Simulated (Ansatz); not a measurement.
# NbSi2 in Ansatz, settings compared

The input file (Ansatz 0.2.0, plane waves):

```yaml
crystal:
  lattice:
    - [2.42227376, 4.19549755, 0.0]
    - [-2.42227376, 4.19549755, 0.0]
    - [0.0, 0.0, 7.47494832]
  atoms:
    - { symbol: Nb, position: [0.5, 0.5, 0.5] }
    - { symbol: Nb, position: [0.5, 0.0, 0.83333] }
    - { symbol: Nb, position: [0.0, 0.5, 0.16667] }
    - { symbol: Si, position: [0.167, 0.167, 0.5] }
    - { symbol: Si, position: [0.833, 0.334, 0.83333] }
    - { symbol: Si, position: [0.666, 0.167, 0.16667] }
    - { symbol: Si, position: [0.833, 0.833, 0.5] }
    - { symbol: Si, position: [0.167, 0.666, 0.83333] }
    - { symbol: Si, position: [0.334, 0.833, 0.16667] }
  symmetry: { tolerance: 0.0003 }
kpoints:
  mp_grid: { grid: [4, 4, 3], shift: [0, 0, 0] }
magnetization:
  spin_polarized: false
scf:
  occupations: { method: gaussian, width: 0.034 }
hamiltonian:
  pseudopotentials: { kind: paw }
  xc: r2scan
  hubbard:
    projectors: all-electron-ortho-atomic
    sites: [{ species: Nb, l: d, u_eff: 3.61 }]
basis:
  ecutwfc: 500
output:
  forces: true
  stress: true
  eigenvalues: true
```

The command:

```bash
ansatz run input.yaml --threads 1 --pin off --max-ram 2560MiB --backend cpu --events-out ev --progress --plain --runs-dir out
```

Origin of the cell: a known structure type with other elements, at an estimated volume, so it need not be a known compound.

Output of this run (shortened):

```
SCF iter   1: F=—  HF=-17516.290931 eV  Δρ=6.60e-2  dr2=1.18e1  dr2_τ=4.62e-1
SCF iter   2: F=—  HF=-17514.025388 eV  Δρ=2.56e-2  dr2=9.12e-1  dr2_τ=3.33e-1  defer=22
SCF iter   3: F=—  HF=-17514.234817 eV  Δρ=1.37e-2  dr2=3.17e-1  dr2_τ=9.17e-3  defer=22
SCF iter   4: F=—  HF=-17514.285176 eV  Δρ=5.06e-3  dr2=4.60e-2  dr2_τ=2.17e-3  defer=22
SCF iter   5: F=—  HF=-17514.285005 eV  Δρ=1.09e-3  dr2=1.86e-3  dr2_τ=4.43e-5  defer=26
SCF iter   6: F=—  HF=-17514.285511 eV  Δρ=2.01e-4  dr2=3.04e-5  dr2_τ=2.21e-6  defer=26
SCF iter   7: F=—  HF=-17514.285750 eV  Δρ=4.36e-5  dr2=1.34e-6  dr2_τ=1.09e-7  defer=26
SCF iter   8: F=—  HF=-17514.285754 eV  Δρ=1.19e-5  dr2=2.57e-7  dr2_τ=1.18e-8
SCF iter   9: F=-17514.285754 eV  HF=-17514.285754 eV  Δρ=2.20e-6  dr2=8.53e-9  dr2_τ=3.37e-10
SCF 1 converged in 9 iterations: F = -17514.285754 eV  dr2 = 8.53e-9
SCF converged after 9 iterations
Free energy (F): -17514.285754 eV
Harris-Foulkes:  -17514.285754 eV  (|F-HF|=3.55e-9)
Internal energy: -17514.279392 eV  (E = F + TS)
E sigma→0 (E₀):  -17514.282573 eV
Entropy (-TS):   -0.006361 eV (-0.707 meV/atom)
Fermi energy:    12.199089 eV
--- Per-component energies (eV) ---
  E_band       = -324.823658
  E_kinetic    = 1405.247960
  E_local      = -3026.375574  (includes V_loc(G=0)·N_el)
  E_nonlocal   = 496.911866
  E_hartree    = 1039.254120
  E_xc         = -813.559209
  E_vxc        = -1003.540652  (∫ρ·V_xc dr)
  E_hubbard    = 13.224400  (on-site DFT+U / exact-exchange correction)
  E_vhub       = 2.485343  (the Hubbard potential's part of the band-sum identity)
  E_paw        = -12383.541650  (= ΣΔE_a)
  E_vpaw       = -334.467027  (= ΣTr[D̂ρ^β])
  E_aug_tail   = 0.000040  (compensation charges beyond the density's cutoff)
  E_vtau       = 56.402367  (kinetic-family band-sum trace: ∫τ·v_τ [+ j·A + Jᵃ·Aᵃ] dr)
  E_ewald      = -4244.405456
  E_core_change = -1.035890  (= ΣΔE_core)
  E_smearing   = -0.006361  (= −TS)
  Σ components = -17514.285754   (vs F -17514.285754, Δ=0.00e0)
[… 6 lines left out …]
  atom   6  Si     0.361983     0.208991     0.000000
  atom   7  Si    -0.000000     0.417982     0.000000
  atom   8  Si    -0.361983     0.208991     0.000000
  atom   9  Si    -0.361983    -0.208991     0.000000
  max |Σ_I F_I| component: 1.21e-16 eV/Å
--- Stress (GPa, compression-positive) ---
      -11.999887       0.000000       0.000000
       -0.000000     -11.999887      -0.000000
        0.000000      -0.000000     -30.789851
  P = ⅓ Tr σ = -18.2632 GPa (-182.632 kbar)
Occupation matrices written to <dir>
```

The same input was run again with these changes:

1. `scf.mixing.algorithm` default → broyden; `scf.mixing.beta` default → 0.1; `scf.mixing.ndim` default → 16
2. `kpoints.mp_grid.grid` [4, 4, 3] → [6, 6, 4]; `magnetization` { spin_polarized: false } → { spin_polarized: true } (starts: flip); `scf.occupations.width` 0.034 → 0.025; typed moments: none
3. `scf.mixing.preconditioner` default → kerker; `magnetization` { spin_polarized: false } → { spin_polarized: true } (starts: ferro); `scf.lower_state_search` default → light; typed moments: Nb1 1, Nb2 1, Nb3 1, Si4 1, Si5 1, Si6 3, Si7 3, Si8 3, Si9 2
4. `kpoints.mp_grid.grid` [4, 4, 3] → [3, 3, 2]

| run | end | SCF iterations | P (GPa) | max force component (eV/Å) | moment (μB) | ΔE(σ→0) (meV/atom) |
| --- | --- | --- | --- | --- | --- | --- |
| base | converged | 9 | -18.26 | 0.418 | – | 0 |
| 1 | converged | 18 | -18.26 | 0.418 | – | 0.00 |
| 2 | cut by time | 36 | – | – | – | – |
| 3 | cut by time | 40 | – | – | – | – |
| 4 | converged | 8 | -17.90 | 0.216 | – | 59.44 |

Energies are compared only where functional, datasets, charge and starting cell are the same.

Not properties of the system: run 4 (too coarse or loose: `kpoints.mp_grid.grid` = [3, 3, 2]).

Caveats of the base run: no moments, though an odd count or open d shells may carry them; the k mesh is coarse if the cell is a metal.

The base run took 13 s on 1 thread of Arm Neoverse V2 (shared host), peak memory 0.75 GiB, from the program's own first density.
